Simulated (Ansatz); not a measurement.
BiB (CsCl type, Pm-3m) at seven volumes, the program Ansatz at the r²SCAN level (PAW), scaled uniformly. One row is withheld.

```json
[
 {"V (Å³/atom)": "17.089", "P (GPa)": "?"},
 {"V (Å³/atom)": "17.652", "P (GPa)": "5.23"},
 {"V (Å³/atom)": "18.215", "P (GPa)": "2.50"},
 {"V (Å³/atom)": "18.779", "P (GPa)": "0.00"},
 {"V (Å³/atom)": "19.342", "P (GPa)": "-2.11"},
 {"V (Å³/atom)": "19.905", "P (GPa)": "-3.75"},
 {"V (Å³/atom)": "20.469", "P (GPa)": "-5.21"}
]
```

Fit the shown pressures and predict the withheld one.

P = (3/2)B₀(x^(7/2) − x^(5/2))[1 + (3/4)(B′ − 4)(x − 1)] with x = (V₀/V)^(2/3). Least squares on the six rows gives V₀ = 18.780 Å³/atom, B₀ = 73.8 GPa, B′ = 4.57. At V = 17.089, x = 1.0649 and P = 8.64 GPa. The run itself gave 8.73 GPa.

The cell is a constructed one: a structure type filled with these elements; neither database checked (COD, Materials Project) lists it. Its standing as an ambient phase is unchecked. The cell was relaxed with r²SCAN under the symmetry of its start; whether a distortion lowers the energy is not shown. Scalar-relativistic: spin–orbit coupling is off unless named, which matters more the heavier the elements.

Potentials: the later of the program's two PAW sets.
